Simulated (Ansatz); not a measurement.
Input and command of a calculation in Ansatz (plane waves; scalar-relativistic PAW potentials unless the input names others):

```yaml
crystal:
  lattice:
    - [3.2183708151, 0.0, 0.0]
    - [-1.6091854076, 2.7871908847, 0.0]
    - [0.0, 0.0, 5.2431684049]
  atoms:
    - { symbol: Ga, position: [0.6666666667, 0.3333333333, 0.4991348624] }
    - { symbol: Ga, position: [0.3333333333, 0.6666666667, 0.9991348624] }
    - { symbol: "N", position: [0.6666666667, 0.3333333333, 0.8758651376] }
    - { symbol: "N", position: [0.3333333333, 0.6666666667, 0.3758651376] }
basis:
  ecutwfc: 420
  xc_grid: 1
kpoints:
  mp_grid: { grid: [12, 12, 6] }
hamiltonian:
  xc: pbe
  dispersion: d4
scf:
  occupations: { method: gaussian, width: 0.02 }
output:
  forces: true
  eigenvalues: true
  stress: true
```

```bash
ansatz run input.yaml --threads 4 --pin off --max-ram 8192MiB --backend cpu --events-out ev --progress --plain --runs-dir out
```

Abridged log:
```
Basis set: ecut = 420 eV, 941 PW (Γ)
Bands: 22, of which v1, the nominal top of the filled ones, is band 18 counted from 1 (17 counted from 0)
Symmetry: 12 space group operations
k-points: 76 of 864 (time reversal used)
SCF iter   1: F=—  HF=-8337.393712 eV  |F-HF|=—  |Δ(HF+E_count)|=         —  Δρ=8.80e-4  dr2=2.51e-4  ethr=1.77e-3  ⟨swp⟩=5.3  Hψ=6856  notcnv=0
SCF iter   2: F=—  HF=-8337.394275 eV  |F-HF|=—  |Δ(HF+E_count)|=   5.62e-4  Δρ=3.94e-4  dr2=3.00e-5  ethr=6.97e-7  ⟨swp⟩=2.0  Hψ=3821  notcnv=0
SCF iter   3: F=—  HF=-8337.394389 eV  |F-HF|=—  |Δ(HF+E_count)|=   1.14e-4  Δρ=1.90e-4  dr2=8.01e-6  ethr=8.33e-8  ⟨swp⟩=2.0  Hψ=2878  notcnv=0
SCF iter   4: F=—  HF=-8337.394419 eV  |F-HF|=—  |Δ(HF+E_count)|=   3.00e-5  Δρ=6.07e-5  dr2=1.30e-6  ethr=2.22e-8  ⟨swp⟩=2.0  Hψ=3003  notcnv=0
SCF iter   5: F=—  HF=-8337.394422 eV  |F-HF|=—  |Δ(HF+E_count)|=   3.12e-6  Δρ=2.09e-5  dr2=1.10e-7  ethr=3.62e-9  ⟨swp⟩=2.0  Hψ=3038  notcnv=0
SCF iter   6: F=-8337.394422 eV  HF=-8337.394422 eV  |F-HF|=2.61e-9  |Δ(HF+E_count)|=   2.87e-7  Δρ=4.80e-6  dr2=9.06e-9  ethr=2.78e-10  ⟨swp⟩=5.0  Hψ=7093  notcnv=0
SCF 1 converged in 6 iterations: F = -8337.394422 eV  dr2 = 9.06e-9
SCF converged after 6 iterations
Free energy (F): -8337.394422 eV
Harris-Foulkes:  -8337.394422 eV  (|F-HF|=2.61e-9)
Internal energy: -8337.394422 eV  (E = F + TS)
E sigma→0 (E₀):  -8337.394422 eV
Fermi energy:    10.116177 eV
  E_disp       = -1.556878  (pairwise vdW)
--- Forces (eV/Å), atoms counted from 1 ---
  atom   1  Ga     0.00000000     0.00000000     0.00030658
  atom   2  Ga     0.00000000     0.00000000     0.00030658
  atom   3  N      0.00000000     0.00000000    -0.00024794
  atom   4  N      0.00000000     0.00000000    -0.00024794
--- Stress (GPa, compression-positive) ---
       -5.395547       0.000000       0.000000
        0.000000      -5.395547       0.000000
        0.000000       0.000000      -5.347236
  P = ⅓ Tr σ = -5.3794 GPa (-53.794 kbar)
```

Apart from outputs, empty bands and the relaxation, which only the reference makes, the input differs from a reference run on usual settings in basis.xc_grid: not typed → 1; hamiltonian.dispersion: not typed → "d4". The reference, at the same geometry, ended its own course with pressure 0.00 GPa, largest force 0.000 eV/Å, gap on the mesh 1.71 eV. This run converged in 6 SCF iterations with an energy at zero smearing 389 meV/atom below the reference's (the Hamiltonian itself differs), pressure -5.38 GPa, largest force 0.000 eV/Å, gap on the mesh 1.71 eV.

It took 4.2 s on 4 threads of AMD EPYC (Zen 3) (shared host), peak memory 0.42 GiB.